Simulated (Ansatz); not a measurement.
Cold compression of K2Pt

```yaml
crystal:
  lattice:
    - [0.00000, 3.78146, 3.78146]
    - [3.78146, 0.00000, 3.78146]
    - [3.78146, 3.78146, 0.00000]
  atoms:
    - { symbol: K, position: [0.75000, 0.75000, 0.75000] }
    - { symbol: K, position: [0.25000, 0.25000, 0.25000] }
    - { symbol: Pt, position: [0.00000, 0.00000, 0.00000] }
```

The base volume is that of a database entry, with shape and atoms relaxed on PAW files at held volume, so it needn't be at zero pressure; the structure needn't be the stable phase, at rest or compressed.

Its volume is scaled, and at each volume shape and atoms are relaxed on PAW files; all methods then take that cell.

Level of theory: DFT with PBEsol, scalar-relativistic, in Ansatz 0.2.0; a Γ-centred 7×7×7 k mesh, Fermi–Dirac smearing of 0.03 eV, no spin polarisation. LAPW: all electrons, basis error target 1 meV/atom; PAW: frozen-core files, cutoff 420 eV; crystal datasets: all electrons, by PAW datasets that the program makes for each cell.

Energies are extrapolated to zero smearing and count from the unscaled cell; pressure is positive in compression; gaps take the mesh and a band path. No temperature or zero-point motion is included.

Spin–orbit coupling is left out, which matters for the heavy atoms. The PAW files were made under PBE. The structure type is held throughout; the real material can change phase at far lower pressure.

| V/V0 | V (Å³/atom) | P LAPW (GPa) | ΔE LAPW (eV/atom) | P PAW − LAPW (GPa) | ΔE PAW − LAPW (meV/atom) | gap (eV) | space group | shortest distance (Å) |
| --- | --- | --- | --- | --- | --- | --- | --- | --- |
| 1.00 | 36.05 | -0.54 | 0.000 | 0.00 | 0.0 | ? | Fm-3m | 3.275 |
| 0.50 | 18.02 | 49.3 | 1.396 | -0.02 | -0.1 | 1.22 | Fm-3m | 2.599 |
| 0.45 | 16.22 | 73.0 | 2.074 | -0.03 | -0.4 | ? | Fm-3m | 2.510 |
| 0.40 | 14.42 | 110.4 | 3.090 | -0.06 | -0.9 | 0.00 | Fm-3m | 2.413 |

(1) What belongs in the row "1.00", column "gap (eV)"?

(2) What belongs in the row "0.45", column "gap (eV)"?

(3) From the table, what is the rise of the enthalpy H = E + pV up to the last row, and how stiff is the crystal between the last two rows?

(4) At the smallest volume, how far do crystal datasets lie from LAPW in pressure?

(5) Where does the Kohn–Sham gap close?

## Answers

(1) 1.34.

(2) 0.68.

(3) ΔH = 3.090 eV + (110.4 GPa × 14.42 Å³ + 0.54 GPa × 36.05 Å³) × 0.006242 eV/(GPa·Å³) = 13.15 eV/atom, of which pV makes 76 %. The mean bulk modulus there is −ΔP/Δln V = 317 GPa.

(4) crystal datasets: 0.00 GPa, on a LAPW pressure of 110.4 GPa.

(5) Somewhere between the last gapped row above it and V/V0 = 0.40, where LAPW gives 110.4 GPa and no gap above the smearing width. Spin–orbit coupling, left out here, and the functional both move the closing pressure.
